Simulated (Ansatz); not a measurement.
Y₂MgGe₂:
```
Y2MgGe2
1.0
    7.26548     0.00000     0.00000
    0.00000     7.26548     0.00000
    0.00000     0.00000     4.23989
Y Mg Ge
4 2 4
Direct
  0.32191   0.17809   0.50000
  0.67809   0.82191   0.50000
  0.82191   0.32191   0.50000
  0.17809   0.67809   0.50000
  0.00000   0.00000   0.00000
  0.50000   0.50000   0.00000
  0.62243   0.12243   0.00000
  0.37757   0.87757   0.00000
  0.87757   0.62243   0.00000
  0.12243   0.37757   0.00000
```

Relaxed with r²SCAN.

Question: Which orbitals make up the states near the Fermi level in the program Ansatz at the r²SCAN level (PAW)?

Answer: Within 0.5 eV of the Fermi level: Y 4d 66 %, Ge 4p 22 %, outside the projected shells 6 %. Projections are on Löwdin-orthogonalised atomic valence shells; empty p or d shells of many metals are not among them.

Question: Tabulate the density of states.

Answer: States/eV per cell of 10 atoms, in 0.25 eV bins, energy from the Fermi level.

| E (eV) | total | Y 4d | Ge 4p | Ge 4s |
|---|---|---|---|---|
| -7.85 | 8.59 | 1.07 | 0.98 | 5.45 |
| -7.60 | 6.48 | 1.26 | 0.67 | 4.13 |
| -7.35 | 0.00 | 0.00 | 0.00 | 0.00 |
| -7.10 | 0.00 | 0.00 | 0.00 | 0.00 |
| -6.85 | 0.00 | 0.00 | 0.00 | 0.00 |
| -6.60 | 0.00 | 0.00 | 0.00 | 0.00 |
| -6.35 | 0.00 | 0.00 | 0.00 | 0.00 |
| -6.10 | 0.00 | 0.00 | 0.00 | 0.00 |
| -5.85 | 0.00 | 0.00 | 0.00 | 0.00 |
| -5.60 | 0.00 | 0.00 | 0.00 | 0.00 |
| -5.35 | 0.00 | 0.00 | 0.00 | 0.00 |
| -5.10 | 0.00 | 0.00 | 0.00 | 0.00 |
| -4.85 | 1.58 | 0.27 | 0.88 | 0.02 |
| -4.60 | 2.78 | 0.47 | 1.53 | 0.07 |
| -4.35 | 4.11 | 0.67 | 2.26 | 0.14 |
| -4.10 | 4.84 | 1.00 | 2.46 | 0.20 |
| -3.85 | 4.53 | 0.81 | 2.70 | 0.12 |
| -3.60 | 3.21 | 0.60 | 1.89 | 0.11 |
| -3.35 | 3.83 | 0.71 | 2.31 | 0.16 |
| -3.10 | 3.84 | 0.79 | 2.37 | 0.14 |
| -2.85 | 5.52 | 1.17 | 3.59 | 0.16 |
| -2.60 | 5.27 | 1.38 | 3.28 | 0.13 |
| -2.35 | 7.54 | 2.12 | 4.61 | 0.14 |
| -2.10 | 8.11 | 2.36 | 5.04 | 0.11 |
| -1.85 | 6.89 | 2.05 | 4.32 | 0.07 |
| -1.60 | 5.73 | 1.83 | 3.39 | 0.05 |
| -1.35 | 4.28 | 1.61 | 2.17 | 0.04 |
| -1.10 | 6.16 | 3.55 | 1.58 | 0.05 |
| -0.85 | 6.37 | 3.65 | 1.74 | 0.05 |
| -0.60 | 6.16 | 3.42 | 1.84 | 0.05 |
| -0.35 | 3.02 | 1.77 | 0.82 | 0.02 |
| -0.10 | 2.36 | 1.53 | 0.55 | 0.01 |
| 0.15 | 2.62 | 1.92 | 0.45 | 0.01 |
| 0.40 | 2.22 | 1.64 | 0.39 | 0.02 |
| 0.65 | 2.81 | 2.02 | 0.49 | 0.03 |
| 0.90 | 3.30 | 2.18 | 0.71 | 0.05 |
| 1.15 | 6.38 | 4.35 | 1.10 | 0.07 |
| 1.40 | 8.17 | 6.23 | 0.70 | 0.09 |
| 1.65 | 5.66 | 4.44 | 0.44 | 0.07 |
| 1.90 | 10.76 | 8.12 | 0.68 | 0.30 |
| 2.15 | 6.17 | 3.95 | 0.71 | 0.40 |
| 2.40 | 5.51 | 3.25 | 0.60 | 0.46 |
| 2.65 | 6.61 | 3.90 | 0.87 | 0.49 |
| 2.90 | 6.14 | 3.75 | 0.84 | 0.36 |
| 3.15 | 8.33 | 5.29 | 1.06 | 0.55 |
| 3.40 | 6.46 | 4.13 | 0.81 | 0.36 |
| 3.65 | 6.36 | 4.04 | 0.79 | 0.38 |
| 3.90 | 10.77 | 7.28 | 1.10 | 0.52 |
| 4.15 | 9.70 | 6.30 | 1.24 | 0.39 |
| 4.40 | 12.99 | 8.70 | 1.50 | 0.44 |
| 4.65 | 12.41 | 8.16 | 1.53 | 0.55 |

Space group P4/mbm. The first step of the workflow began from a Materials Project structure, measured or hypothetical; the Crystallography Open Database copy checked does not list it. Whether it is the stable phase at ambient conditions was not checked. The r²SCAN relaxation kept the symmetry of its start; whether a distortion lowers the energy is not shown. The run is not spin-polarised. Scalar-relativistic: spin–orbit coupling is off unless named, which matters more the heavier the elements.

Potentials: the earlier of the program's two PAW sets.
